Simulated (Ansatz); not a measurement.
Input and command of a plane-wave DFT calculation in Ansatz:

```yaml
crystal:
  lattice:
    - [-5.388403, 4.958864, 0.670297]
    - [-5.82443, 0.23111, 6.619394]
    - [-0.233904, 5.41179, 6.622598]
  atoms:
    - { symbol: O, position: [0.6820194032, 0.9404134592, 0.5187664385] }
    - { symbol: O, position: [0.4398232343, 0.9439325781, 0.3631634752] }
    - { symbol: O, position: [0.9242964177, 0.1692239199, 0.3702884611] }
    - { symbol: O, position: [0.7659325639, 0.9562137492, 0.7794659657] }
    - { symbol: O, position: [0.4376784057, 0.296804996, 0.256078664] }
    - { symbol: O, position: [0.3321857026, 0.6891361005, 0.8968497411] }
    - { symbol: O, position: [0.8148366091, 0.439184717, 0.9403438519] }
    - { symbol: O, position: [0.3676955492, 0.3138387326, 0.961216718] }
    - { symbol: O, position: [0.6455985516, 0.6885297743, 0.2102867195] }
    - { symbol: O, position: [0.073190658, 0.7206827831, 0.2334079688] }
    - { symbol: O, position: [0.805744806, 0.0948460376, 0.9835598757] }
    - { symbol: O, position: [0.6791035362, 0.4885922901, 0.6599140758] }
    - { symbol: O, position: [0.2702663761, 0.0188217103, 0.0016433042] }
    - { symbol: O, position: [0.0917604471, 0.7509374011, 0.5687265499] }
    - { symbol: O, position: [0.4253888262, 0.4051178466, 0.5331089196] }
    - { symbol: O, position: [0.2231412491, 0.0980686428, 0.6430621278] }
    - { symbol: Si, position: [0.8604558029, 0.9669985072, 0.55422683] }
    - { symbol: Si, position: [0.443580115, 0.0657213434, 0.4489518588] }
    - { symbol: Zr, position: [0.5519260904, 0.0069988526, 0.0206031321] }
    - { symbol: Zr, position: [0.4556722062, 0.627759928, 0.503756415] }
    - { symbol: Ta, position: [0.1296687179, 0.9272641042, 0.9646596735] }
    - { symbol: Ta, position: [0.5594288751, 0.4182631196, 0.9534328452] }
    - { symbol: Bi, position: [0.9536844579, 0.4409039489, 0.1055781463] }
    - { symbol: Bi, position: [0.0846502624, 0.4936688379, 0.5463353035] }
basis:
  ecutwfc: 420
kpoints:
  mp_grid: { grid: [3, 3, 3] }
hamiltonian:
  xc: pbe
scf:
  occupations: { method: gaussian, width: 0.02 }
  n_extra_bands: 12
output:
  forces: true
  stress: true
  eigenvalues: true
  populations: true
  dos:
    method: { smearing: { sigma: 0.1, scheme: gaussian } }
    projected: true
    de: 0.02
  write_density: true
  write_potential: true
  elf: true
  volumetric_format: npy
```

```bash
ansatz run input.yaml --threads 4 --pin off --max-ram 9216MiB --backend cpu --events-out ev --progress --plain --runs-dir out
```

Processor: Intel(R) Xeon(R) 6975P-C (Granite Rapids), 4 threads, on a host shared with other jobs.

Problem. How long does it run, and how much memory does it take?

Solution. About 12 s on 4 threads of Intel(R) Xeon(R) 6975P-C (Granite Rapids), on a shared host, peak memory 1.4 GiB. It solves 104 bands at 14 k points (the mesh reduced by symmetry) with about 6793 plane waves, in 9 SCF iterations.
